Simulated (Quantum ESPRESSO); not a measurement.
# TaInMo4AlRu: input and log of a self-consistent run

Simulated, not a measurement. The program is pw.x of Quantum ESPRESSO 7.5 (plane-wave density functional theory). The cell is made up: eight metal atoms on a face-centred cubic lattice, with elements, volume, strain and displacements drawn at random and not relaxed, so it may be unstable or far from any real phase. PseudoDojo standard norm-conserving files set the functional (PBE unless stated); there is no spin polarisation or spin-orbit coupling, the Fermi-Dirac width of 0.25 eV means electrons at about 2900 K, and the masses in the input are unused placeholders. Heavy elements are run without spin-orbit coupling, which real alloys of them have. A spin test at this wide smearing found no moment, but such smearing suppresses magnetism that the real alloy may have.

Input:

```
&control calculation='scf', pseudo_dir='./dojo.nc.sr.pbe.v0_5.standard.upf', outdir='./o', disk_io='minimal', tprnfor=.true., tstress=.true. /
&system ibrav=0, nat=8, ntyp=5, nbnd=67, ecutwfc=84.00895049, nosym=.true., tot_charge=0,
 occupations='smearing', smearing='fd', degauss=0.0183746611
/
&electrons conv_thr=1.470e-08, electron_maxstep=70, mixing_beta=0.5 /
ATOMIC_SPECIES
Al 1.0 Al.upf
In 1.0 In.upf
Mo 1.0 Mo.upf
Ru 1.0 Ru.upf
Ta 1.0 Ta.upf
CELL_PARAMETERS angstrom
-0.0106 1.9552 1.967
-3.9953 2.0318 -2.0224
-3.8469 -5.9046 5.9611
ATOMIC_POSITIONS angstrom
Ta -0.0237 0.0476 -0.0148
In -3.9086 -3.9176 3.8971
Mo -3.8916 -2.0225 1.9471
Mo -3.946 0.0524 0.01
Mo -1.8598 -1.9791 4.0539
Al -1.9564 0.0393 1.9496
Mo -1.9522 1.9878 -0.0589
Ru -5.954 -1.9395 3.8908
K_POINTS automatic
8 5 3 1 1 1
```

The log is shortened where brackets say so; the opening notice, blank lines, dates and the lines on written files are dropped, and the path of the files is cut. It prints rydbergs, bohrs and kilobars, and counts compression as positive stress. Its total energy is the free energy E - TS of the whole cell.

```
     Program PWSCF v.7.5
     Parallel version (MPI & OpenMP), running on       4 processor cores
     Number of MPI processes:                 4
     Threads/MPI process:                     1
     [start-up lines left out]
     bravais-lattice index     =            0
     lattice parameter (alat)  =       5.2411  a.u.
     unit-cell volume          =     833.7737 (a.u.)^3
     number of atoms/cell      =            8
     number of atomic types    =            5
     number of electrons       =       101.00
     number of Kohn-Sham states=           67
     kinetic-energy cutoff     =      84.0090  Ry
     charge density cutoff     =     336.0358  Ry
     scf convergence threshold =      1.5E-08
     mixing beta               =       0.5000
     number of iterations used =            8  plain     mixing
     Exchange-correlation= PBE
                           (   1   4   3   4   0   0   0)
     [axes and pseudopotential details left out]
   Cartesian axes
     site n.     atom                  positions (alat units)
         1        Ta     tau(   1) = (  -0.0085453   0.0171628  -0.0053363  )
         2        In     tau(   2) = (  -1.4092932  -1.4125382   1.4051467  )
         3        Mo     tau(   3) = (  -1.4031636  -0.7292369   0.7020505  )
         4        Mo     tau(   4) = (  -1.4227782   0.0188935   0.0036056  )
         5        Mo     tau(   5) = (  -0.6705735  -0.7135885   1.4616829  )
         6        Al     tau(   6) = (  -0.7054038   0.0141701   0.7029520  )
         7        Mo     tau(   7) = (  -0.7038894   0.7167254  -0.0212371  )
         8        Ru     tau(   8) = (  -2.1467870  -0.6993103   1.4028752  )
     number of k points=    60  Fermi-Dirac smearing, width (Ry)=  0.0184
                       cart. coord. in units 2pi/alat
        k(    1) = (  -0.0817411   0.0316908   0.0561831), wk =   0.0333333
        k(    2) = (   0.0372420   0.1496180  -0.0603954), wk =   0.0333333
     [further k points left out]
     Dense  grid:    86717 G-vectors     FFT dimensions: (  32,  60, 108)
     Estimated max dynamical RAM per process >     327.32 MB
     Estimated total dynamical RAM >       1.22 GB
     Initial potential from superposition of free atoms
     starting charge     100.9862, renormalised to     101.0000
     Starting wfcs are   73 randomized atomic wfcs
     total cpu time spent up to now is        6.8 secs
     per-process dynamical memory:   260.2 Mb
     Self-consistent Calculation
     iteration #  1     ecut=    84.01 Ry     beta= 0.50
     Davidson diagonalization with overlap
     ethr =  1.00E-02,  avg # of iterations =  3.4
     total cpu time spent up to now is       20.4 secs
     total energy              =   -1031.24189484 Ry
     estimated scf accuracy    <       1.59345764 Ry
     iteration #  2     ecut=    84.01 Ry     beta= 0.50
     Davidson diagonalization with overlap
     ethr =  1.58E-03,  avg # of iterations =  6.5
     total cpu time spent up to now is       36.2 secs
     total energy              =   -1028.77758672 Ry
     estimated scf accuracy    <      62.42794138 Ry
     iteration #  3     ecut=    84.01 Ry     beta= 0.50
     Davidson diagonalization with overlap
     ethr =  1.58E-03,  avg # of iterations =  6.4
     total cpu time spent up to now is       51.4 secs
     total energy              =   -1031.37266952 Ry
     estimated scf accuracy    <       9.97109654 Ry
     iteration #  4     ecut=    84.01 Ry     beta= 0.50
     Davidson diagonalization with overlap
     ethr =  1.58E-03,  avg # of iterations =  2.0
     total cpu time spent up to now is       63.4 secs
     total energy              =   -1031.85096269 Ry
     estimated scf accuracy    <       1.79124715 Ry
     iteration #  5     ecut=    84.01 Ry     beta= 0.50
     Davidson diagonalization with overlap
     ethr =  1.58E-03,  avg # of iterations =  1.0
     total cpu time spent up to now is       73.8 secs
     total energy              =   -1031.94815680 Ry
     estimated scf accuracy    <       1.21749569 Ry
     [iterations 6 to 14 left out]
     iteration # 15     ecut=    84.01 Ry     beta= 0.50
     Davidson diagonalization with overlap
     ethr =  8.29E-10,  avg # of iterations =  2.0
     total cpu time spent up to now is      191.8 secs
     total energy              =   -1032.01351108 Ry
     estimated scf accuracy    <       0.00000070 Ry
     iteration # 16     ecut=    84.01 Ry     beta= 0.50
     Davidson diagonalization with overlap
     ethr =  6.89E-10,  avg # of iterations =  1.0
     total cpu time spent up to now is      202.2 secs
     total energy              =   -1032.01351112 Ry
     estimated scf accuracy    <       0.00000010 Ry
     iteration # 17     ecut=    84.01 Ry     beta= 0.50
     Davidson diagonalization with overlap
     ethr =  1.02E-10,  avg # of iterations =  2.3
     total cpu time spent up to now is      215.3 secs
     total energy              =   -1032.01351112 Ry
     estimated scf accuracy    <       0.00000032 Ry
     iteration # 18     ecut=    84.01 Ry     beta= 0.50
     Davidson diagonalization with overlap
     ethr =  1.02E-10,  avg # of iterations =  1.3
     total cpu time spent up to now is      227.8 secs
     total energy              =   -1032.01351114 Ry
     estimated scf accuracy    <       0.00000001 Ry
     iteration # 19     ecut=    84.01 Ry     beta= 0.50
     Davidson diagonalization with overlap
     ethr =  1.46E-11,  avg # of iterations =  2.5
     total cpu time spent up to now is      241.2 secs
     End of self-consistent calculation
     [lines on levels left out]
!    total energy              =   -1032.01351114 Ry
     estimated scf accuracy    <          3.0E-09 Ry
     smearing contrib. (-TS)   =      -0.11672897 Ry
     internal energy E=F+TS    =   -1031.89678217 Ry
     The total energy is F=E-TS. E is the sum of the following terms:
     one-electron contribution =    -246.73117029 Ry
     hartree contribution      =     190.27390395 Ry
     xc contribution           =    -189.12156898 Ry
     ewald contribution        =    -786.31794684 Ry
     convergence has been achieved in  19 iterations
     Forces acting on atoms (cartesian axes, Ry/au):
     atom    1 type  5   force =     0.03336483   -0.03159614    0.02239652
     atom    2 type  2   force =     0.00418131    0.01603312   -0.00087182
     atom    3 type  3   force =     0.00023863    0.03113179   -0.02033100
     atom    4 type  3   force =    -0.00044563    0.00855238   -0.00856854
     atom    5 type  3   force =     0.02709858    0.01892067   -0.03000506
     atom    6 type  1   force =    -0.01564701   -0.02341924    0.02204570
     atom    7 type  3   force =    -0.07275029   -0.02185014    0.01898721
     atom    8 type  4   force =     0.02395958    0.00222757   -0.00365303
     Total force =     0.120053     Total SCF correction =     0.000260
     Computing stress (Cartesian axis) and pressure
          total   stress  (Ry/bohr**3)                   (kbar)     P=      166.21
   0.00098548   0.00032333  -0.00029214          144.97       47.56      -42.98
   0.00032333   0.00119065   0.00012210           47.56      175.15       17.96
  -0.00029214   0.00012210   0.00121356          -42.98       17.96      178.52
     init_run     :      6.26s CPU      6.60s WALL (       1 calls)
     electrons    :    233.13s CPU    234.43s WALL (       1 calls)
     forces       :      2.33s CPU      2.35s WALL (       1 calls)
     stress       :      7.96s CPU      7.97s WALL (       1 calls)
     [timing details left out]
     PWSCF        :   4m 9.90s CPU   4m11.59s WALL
     JOB DONE.
```

In other units: free energy -14041.259 eV for the cell, pressure 16.62 GPa, largest force component 1.870 eV/Å in size. The run took 253 s of wall time with four MPI processes on a shared machine (AMD EPYC, older, virtual cores), so the time is rough. A rerun of this cell at a higher cutoff and on a denser mesh moved values by no more than 0.010 eV in energy, 0.12 GPa in stress and 0.011 eV/Å in force, and a second program with other atomic files agreed on that cell to 2 % rms in force and 0.5 GPa in pressure.